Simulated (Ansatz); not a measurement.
# Sr2LaNbO6: field gradients at two levels of theory

Cell: a computed structure from the Materials Project (it need not be an observed phase).

```cif
data_Sr2LaNbO6
_symmetry_space_group_name_H-M 'Pn-3:1'
_symmetry_Int_Tables_number 201
_cell_length_a 8.5682
_cell_length_b 8.5682
_cell_length_c 8.5682
_cell_angle_alpha 90.000
_cell_angle_beta 90.000
_cell_angle_gamma 90.000
loop_
_atom_site_label
_atom_site_type_symbol
_atom_site_symmetry_multiplicity
_atom_site_Wyckoff_symbol
_atom_site_fract_x
_atom_site_fract_y
_atom_site_fract_z
Sr1 Sr 2 a 0.5000 0.5000 0.5000
Sr3 Sr 6 d 0.0000 0.0000 0.5000
La La 4 c 0.7500 0.7500 0.7500
Nb Nb 4 b 0.2500 0.2500 0.2500
O O 24 h 0.2117 0.2979 0.4786
```

One atom of each set is listed.

First run. Level of theory: DFT, PBE, plane waves and PAW, scalar-relativistic, 420 eV cutoff, Γ-centred 3×3×3 k-points, Fermi–Dirac smearing 0.02 eV (Ansatz 0.2.0).

| site | V_zz (10²¹ V/m²) | η |
| --- | --- | --- |
| Sr3 | 14.35 | 0.06 |
| La | -1.84 | 0.00 |
| Nb | -0.37 | 0.00 |
| O | 1.59 | 0.66 |

Second run. The same atoms and settings, except that the functional is r2SCAN and the cutoff is 500 eV.

Question: Given the first result, estimate the second.

Answer: 

```tsv
site	V_zz	η	change of V_zz
Sr3	14.96	0.05	+0.61
La	-1.79	0.00	+0.05
Nb	-0.36	0.00	+0.01
O	1.65	0.71	+0.06
```

The largest change of V_zz is on Sr3, from 14.35 to 14.96. In per cent, |V_zz| changes by +4 on Sr, -3 on La, +4 on O (all sites that start above 0.5). Sites without a gradient aren't listed.

Without spin–orbit coupling (the program notes it for La, Nb and Sr) the gradients are little affected as a rule: paired runs on crystals with a gap mostly move them by under 2 % at such atoms.
For the first run: The largest force is 0.3 eV/Å, so the atoms aren't at the calculated equilibrium and relaxing them would move these values.
For the second run: The largest force is 0.5 eV/Å, so the atoms aren't at the calculated equilibrium and relaxing them would move these values.
